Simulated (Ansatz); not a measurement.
Here is the system:

BAs:
```
BAs
1.0
    3.19615     0.00000     0.00000
   -1.59807     2.76795     0.00000
    0.00000     0.00000     2.89725
B As
1 1
Cartesian
  0.00000   0.00000   0.00000
  1.59807   0.92265   1.44862
```

This is the PBE-relaxed structure.

Problem. All from DFT-PBE in the program Ansatz with PAW potentials, unless another level is named. Estimate the electronic character.

Solution. metallic (no gap).

Problem. Give the density of states at the Fermi level.

Solution. 0.36 states/eV per atom (mean over ±0.08 eV).

Problem. Next, the formation energy from the elements (no fitted shifts)?

Solution. 1.09 eV/atom.

Problem. What about the gap with spin–orbit coupling?

Solution. none (metallic).

Space group P-6m2. A made-up cell: these elements were put on the sites of a structure type; neither database checked (COD, Materials Project) lists it. It is not the phase usual at ambient conditions (space group No. 216). The PBE relaxation kept the symmetry of its start; whether a distortion lowers the energy is not shown. The references are the lowest solids computed at this level, not always the standard phases. Spin–orbit coupling is left out wherever it is not named.

Potentials: the later of the program's two PAW sets.
